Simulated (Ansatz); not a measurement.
CoGe (rock salt, Fm-3m), a = 4.815 Å, b = 4.815 Å, c = 4.815 Å, α = 90.00°, β = 90.00°, γ = 90.00°; the cell used has 2 atoms.

Relaxed with PBE.

Question: Decompose the optical modes at the zone centre into irreducible representations, and say which are infrared and Raman allowed.

Answer: Point group m-3m: Γ_opt = T1u. Infrared: T1u. Raman: none.

Question: Assign frequencies (DFPT, plane-wave PAW PBE (Ansatz code)).

Answer: T1u 185 cm⁻¹.

A made-up cell: these elements were put on the sites of a structure type; neither database checked (COD, Materials Project) lists it. Its standing as an ambient phase is unchecked. The cell was relaxed with PBE under the symmetry of its start. At this level the phase is mechanically unstable. The workflow began spin-polarised and lost its moments. As this level gives no gap, phonon frequencies hold no LO–TO term and depend on the k-mesh and smearing (Fermi–Dirac, 0.1 eV here).

Potentials: the later of the program's two PAW sets.
